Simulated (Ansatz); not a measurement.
BeS (rock salt, space group No. 225) at seven volumes, PBE (plane waves, PAW; program Ansatz), scaled uniformly. One row is withheld.

```tsv
V (Å³/atom)	P (GPa)
11.285	12.16
11.657	7.50
12.029	3.48
12.401	0.01
12.773	?
13.145	-5.60
13.517	-7.85
```

Problem. Fit the shown pressures and predict the withheld one.

Solution. P = (3/2)B₀(x^(7/2) − x^(5/2))[1 + (3/4)(B′ − 4)(x − 1)] with x = (V₀/V)^(2/3). Least squares on the six rows gives V₀ = 12.402 Å³/atom, B₀ = 108 GPa, B′ = 3.83. At V = 12.773, x = 0.9805 and P = -3.01 GPa. The run itself gave -3.00 GPa.

Space group Fm-3m (rock salt). The cell is a constructed one: a structure type filled with these elements; neither database checked (COD, Materials Project) lists it. COD files the formula under space group No. 216, so this cell is another polymorph or a model. Its standing as an ambient phase is unchecked. Symmetry was held in the PBE relaxation; its stability against distortions is not shown here.

Potentials: the later of the program's two PAW sets.
